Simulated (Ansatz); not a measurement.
Elastic constants of Hf (P6_3/mmc) under pressure

```
Hf
1.0
     3.11841    0.00000    0.00000
    -1.55921    2.70062    0.00000
     0.00000    0.00000    4.94635
Hf
2
Direct
  0.33333 0.66667 0.25000
  0.66667 0.33333 0.75000
```

This is the zero-pressure cell. At each pressure cell and atoms are relaxed in this structure, and the constants are slopes of the stress at strains of ±0.005 with relaxed ions (the coefficients that govern stability under load). Level: LDA, PAW on Ansatz 0.2.0's default frozen-core files (fitted under PBE), scalar-relativistic; k mesh 18×18×10, strains of ±0.005, Fermi-Dirac smearing of 0.050 eV, cutoff 420 eV. P is the pressure of the relaxed cell, less that of this one.

```
P (GPa)    V/V₀  C11 (GPa)  C12 (GPa)  C13 (GPa)  C33 (GPa)  C44 (GPa)
   0.00  1.0000      190.5       82.8       80.9      215.7       44.8
   0.99       ?          ?          ?          ?          ?          ?
   2.01  0.9839      198.1       89.0       86.7      225.0       44.5
   4.01  0.9689      205.4       94.9       92.5      233.9       44.1
   7.00  0.9481      216.1      103.1      101.2      246.9       43.3
  10.00  0.9290      226.6      110.9      109.9      259.9       42.2
  14.99  0.9004      243.7      123.4      124.4      282.2       39.7
```

Q: Does the bulk modulus from the constants agree with the pressure-volume curve?

A: A third-order Birch-Murnaghan fit to the volumes shown (F against f, f = [(V₀/V)^(2/3) − 1]/2) gives B₀ = 120.4 GPa and B′ = 3.3. Its −V dP/dV stands beside the Reuss value 1/ΣS_ij (i, j ≤ 3):

```csv
P (GPa),from P(V),from the constants
0.00,120.4,120.4
2.01,127.0,127.0
4.01,133.5,133.5
7.00,142.9,142.9
10.00,152.2,152.2
14.99,167.3,167.4
```

Q: What are the pressure derivatives at zero pressure?

A: Slopes at V₀ of quadratic fits in −ln(V/V₀) through the first four rows shown, divided by B₀: dC11/dP = 3.8, dC12/dP = 3.2, dC13/dP = 2.9, dC33/dP = 4.7, dC44/dP = -0.1. The mean slopes up to 4.0 GPa are 3.7, 3.0, 2.9, 4.5, -0.2; curvature and scatter of the constants part the two.

Q: Fill the row at 0.99 GPa.

A: Cubic fits in −ln(V/V₀) through all rows shown give C11 = 194.3, C12 = 86.0, C13 = 83.8, C33 = 220.3, C44 = 44.7 GPa. Computed: V/V₀ = 0.9919, C11 (GPa) = 194.3, C12 (GPa) = 85.9, C13 (GPa) = 83.8, C33 (GPa) = 220.3, C44 (GPa) = 44.7.

Q: Does a shear stiffness soften?

A: C44 goes from 44.8 to 39.7 GPa; (C11 − C12)/2 goes from 53.8 to 60.2 GPa. C44 softens under pressure, though the lattice stays mechanically stable over this range.

Keep in mind: no other phase was computed; many crystals of this kind change structure within this range, and rows or crossings beyond such a change describe a metastable lattice; frozen-core PAW files fitted under PBE, their cores solved anew for the functional of the run; responses of metals move with mesh and smearing; no spin-orbit coupling on heavy atoms; elastic stability says nothing of phonons or of other phases; phonons weren't checked at these pressures.
